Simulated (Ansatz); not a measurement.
Values for one crystal, relaxed and computed with plane-wave PAW r²SCAN (Ansatz code); other levels are named.

- Volume per atom = 29.10 Å³
- Band gap = 0.66 eV (indirect)
- Formation energy from the elements (no fitted shifts) = -0.65 eV/atom
- Conduction-band minimum = at Γ
- Pressure derivative B′ = 5.8
- Smallest direct gap on the standard path = 0.78 eV
- Valence-band maximum = at A

Task: Which compound is it?
A) InP, Pm-3n (In on 6c, P on 6d)
B) In5AgSe8, P-42m (Pearson symbol tP14)
C) BSe2, P2_1/c (Pearson symbol mP24)
D) RbLuSe2, R-3m (Se on 6c, Lu on 3b, Rb on 3a)

Result: B, In5AgSe8, P-42m (Pearson symbol tP14)

The workflow started from a Materials Project entry (that database holds measured and hypothetical structures alike); the Crystallography Open Database files this formula in space group No. 111, but the cells were not matched. Its standing as an ambient phase is unchecked. The cell was relaxed with r²SCAN under the symmetry of its start; its stability against distortions is not shown here. No spin polarisation was allowed. The references are the lowest solids computed at this level, not always the standard phases. Spin–orbit coupling is left out wherever it is not named.

Potentials: the later of the program's two PAW sets.
